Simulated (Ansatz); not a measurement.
V$_{2}$O$_{3}$ (corundum, space group No. 167) at seven volumes, the program Ansatz at the PBEsol level (PAW), shape and atoms relaxed at each. One row is withheld.

```tsv
V (Å³/atom)	P (GPa)
8.522	28.33
8.803	17.56
9.084	8.17
9.365	0.00
9.646	-6.99
9.927	?
10.208	-17.92
```

### Question
Fit the shown pressures and predict the withheld one.

### Answer
P = (3/2)B₀(x^(7/2) − x^(5/2))[1 + (3/4)(B′ − 4)(x − 1)] with x = (V₀/V)^(2/3). Least squares on the six rows gives V₀ = 9.367 Å³/atom, B₀ = 248 GPa, B′ = 4.02. At V = 9.927, x = 0.9620 and P = -12.81 GPa. The run itself gave -12.91 GPa.

Space group R-3c (corundum). The cell was relaxed with PBEsol under the symmetry of its start. Magnetic state: ferromagnetic, chosen from 5 collinear starts compared on coarse meshes (ties went to the first, and starts can fall back to one state), not a proven ground state. No Hubbard U is applied.

Potentials: the later of the program's two PAW sets.
